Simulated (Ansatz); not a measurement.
Input for Ansatz (plane-wave DFT, PAW):

```yaml
crystal:
  lattice:
    - [3.2059373713, -1.995666187, 0.0]
    - [3.2059373713, 1.995666187, 0.0]
    - [0.0, 0.0, 7.9691643868]
  atoms:
    - { symbol: Cl, position: [0.8741336142, 0.1258663858, 0.1093944431] }
    - { symbol: Cl, position: [0.6258663858, 0.3741336142, 0.6093944431] }
    - { symbol: Cl, position: [0.1258663858, 0.8741336142, 0.8906055569] }
    - { symbol: Cl, position: [0.3741336142, 0.6258663858, 0.3906055569] }
basis:
  ecutwfc: 420
kpoints:
  mp_grid: { grid: [8, 8, 4] }
hamiltonian:
  xc: pbe
  dispersion: d3bj
scf:
  occupations: { method: gaussian, width: 0.02 }
output:
  forces: true
  stress: true
  eigenvalues: true
relax:
  adjacent_minimum: "off"
  f_tol: 0.01
  max_steps: 30
  cell: { stress_tol: 0.1, fix: [volume] }
```

Run as
```bash
ansatz run input.yaml --threads 1 --pin off --max-ram 2560MiB --backend cpu --events-out ev --progress --plain --runs-dir out
```

Computed with DFT PBE+D3(BJ), scalar-relativistic, plane waves, PAW (Ansatz).

Part of what the program printed, abridged (final results; tables in files aren't shown):

```
SCF 4 converged in 7 iterations: F = -4318.547739 eV  dr2 = 4.36e-15
SCF converged after 7 iterations
Free energy (F): -4318.547739 eV
Harris-Foulkes:  -4318.547739 eV  (|F-HF|=9.09e-13)
Internal energy: -4318.547739 eV  (E = F + TS)
E sigma→0 (E₀):  -4318.547739 eV
Fermi energy:    2.733748 eV
--- Per-component energies (eV) ---
  E_band       = -119.831250
  E_kinetic    = 639.501518
  E_local      = -1009.461331  (includes V_loc(G=0)·N_el)
  E_nonlocal   = 114.776291
  E_hartree    = 302.459427
  E_xc         = -425.251131
  E_vxc        = -483.678045  (∫ρ·V_xc dr)
  E_paw        = -2635.615681  (= ΣΔE_a)
  E_vpaw       = 14.111093  (= ΣTr[D̂ρ^β])
  E_aug_tail   = 0.000371  (compensation charges beyond the density's cutoff)
  E_ewald      = -1304.252065
  E_disp       = -0.705138  (pairwise vdW)
  E_smearing   =  0.000000  (= −TS)
--- Forces (eV/Å), atoms counted from 1 ---
  atom   1  Cl     0.00000000     0.00317043     0.00240770
  atom   2  Cl     0.00000000    -0.00317043     0.00240770
  atom   3  Cl     0.00000000    -0.00317043    -0.00240770
  atom   4  Cl     0.00000000     0.00317043    -0.00240770
--- Stress (GPa, compression-positive) ---
        0.609595       0.000000       0.000000
        0.000000       0.587281       0.000000
        0.000000       0.000000       0.605031
  P = ⅓ Tr σ = 0.6006 GPa (6.006 kbar)
--- Band table (eV; the first three rows and the last of 63) ---
  k-point 0: bands = ["-15.1897", "-14.7697", "-11.5473", "-10.4389", "-4.1651", "-2.6245", "-0.9385", "-0.7961", "-0.6304", "-0.4592", "0.5823", "1.2184", "1.4608", "1.6501", "3.8174", "4.7053", "8.6733", "8.8405"]
  k-point 1: bands = ["-15.1375", "-14.8429", "-11.3863", "-10.6078", "-3.9599", "-2.9028", "-0.8431", "-0.6585", "-0.6073", "-0.4865", "0.5562", "1.0613", "1.4909", "1.6245", "3.9092", "4.5307", "8.8323", "8.9946"]
  k-point 2: bands = ["-15.0003", "-15.0003", "-11.0009", "-11.0009", "-3.4589", "-3.4589", "-0.6496", "-0.6496", "-0.5489", "-0.5489", "0.7234", "0.7234", "1.5600", "1.5600", "4.1810", "4.1810", "9.0688", "9.0688"]
  k-point 62: bands = ["-14.7594", "-14.7594", "-10.8451", "-10.8451", "-3.4132", "-3.4132", "-2.2967", "-2.2967", "-0.9646", "-0.9646", "0.6110", "0.6110", "0.7880", "0.7880", "4.1013", "4.1013", "10.5662", "10.5662"]
--- Relaxed structure (3 steps of the walk, 3 accepted, 1 SCFs on fresh bases) ---
  F+E_penalty+E_count = -4318.54773876 eV   max|allowed force component| = 3.170e-3 eV/Å   (the final SCF, on the basis selected at the relaxed cell)
  cell:  # Å, volume = 101.9731 Å³
    - [3.18624459, -1.99794881, 0.0]
    - [3.18624459, 1.99794881, 0.0]
    - [0.0, 0.0, 8.00925735]
  atoms:
    - { symbol: Cl, position: [0.87228542, 0.12771457, 0.10987211] }
    - { symbol: Cl, position: [0.62771457, 0.37228542, 0.60987211] }
    - { symbol: Cl, position: [0.12771457, 0.87228542, 0.89012788] }
    - { symbol: Cl, position: [0.37228542, 0.62771457, 0.39012788] }
```

The relaxation met its thresholds.

The run took 20 s on 1 thread of Arm Neoverse V2, on a shared host, peak memory 0.39 GiB.